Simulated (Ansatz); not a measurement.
# Zincblende alloy of GaAs and AlAs (6 of 32 Ga sites exchanged), 64 atoms

Ansatz, PAW, plane waves. PBEsol relaxation of volume and atoms (shape held) at the single k point (¼, ¼, ¼) without its symmetry partners; single points on the relaxed atoms at the single k point (¼, ¼, ¼) without its symmetry partners, onto which points of the small cell's zone fold. Arrangement: random. No spin–orbit coupling unless named.

Relaxed structure:

```
Al Ga As
1.0
    11.32491    0.00000    0.00000
     0.00000   11.32491    0.00000
     0.00000    0.00000   11.32491
Al Ga As
6 26 32
Direct
  0.99904 0.99920 0.99955
  0.99915 0.99893 0.49967
  0.49955 0.99901 0.49936
  0.49955 0.49926 0.49910
  0.49956 0.24935 0.24890
  0.49961 0.24913 0.74951
  0.99969 0.49950 0.99975
  0.99954 0.49945 0.49986
  0.49984 0.99934 0.99976
  0.49976 0.49978 0.99970
  0.24947 0.25018 0.00023
  0.24930 0.25024 0.50043
  0.25009 0.74986 0.00011
  0.24980 0.74980 0.50031
  0.74983 0.25021 0.99990
  0.75029 0.24989 0.50004
  0.74951 0.74958 0.00047
  0.74985 0.74953 0.50071
  0.24978 0.00037 0.25003
  0.24980 0.00008 0.75038
  0.24953 0.50052 0.24991
  0.24949 0.50023 0.75029
  0.75000 0.00000 0.25006
  0.74964 0.00016 0.75027
  0.75007 0.49993 0.25022
  0.74979 0.50015 0.75043
  0.00019 0.25009 0.24974
  0.99997 0.24995 0.74953
  0.00025 0.74947 0.25014
  0.00006 0.74936 0.75012
  0.50022 0.74986 0.24954
  0.50004 0.74962 0.74993
  0.12433 0.12443 0.12447
  0.12438 0.12428 0.62451
  0.12449 0.62470 0.12453
  0.12440 0.62449 0.62461
  0.62513 0.12414 0.12430
  0.62483 0.12417 0.62424
  0.62450 0.62420 0.12482
  0.62427 0.62413 0.62463
  0.37439 0.37551 0.12479
  0.37458 0.37524 0.62530
  0.37496 0.87503 0.12513
  0.37472 0.87478 0.62553
  0.87483 0.37489 0.12496
  0.87460 0.37497 0.62510
  0.87468 0.87432 0.12560
  0.87451 0.87442 0.62591
  0.37473 0.12536 0.37525
  0.37469 0.12485 0.87551
  0.37487 0.62541 0.37476
  0.37494 0.62494 0.87502
  0.87516 0.12520 0.37481
  0.87478 0.12537 0.87475
  0.87493 0.62484 0.37524
  0.87477 0.62482 0.87525
  0.12473 0.37495 0.37480
  0.12450 0.37471 0.87468
  0.12527 0.87467 0.37479
  0.12497 0.87462 0.87491
  0.62494 0.37404 0.37439
  0.62429 0.37452 0.87472
  0.62542 0.87436 0.37476
  0.62470 0.87456 0.87497
```

What are the mean bond lengths by pair (pairs within 1.2 times the sum of covalent radii, less contacts 15 % beyond the pair's median; cation–cation pairs of compounds aside; long ionic contacts are cut short by that bound)?

Al–As 2.454 ± 0.001 Å (standard deviation, 24 bonds); As–Ga 2.451 ± 0.002 Å (standard deviation, 104 bonds).

What gap lies between the top filled and the lowest empty level in the single points?

r²SCAN 1.91 eV (9 s on NVIDIA H100). Away from Γ this isn't the crystal's band gap.
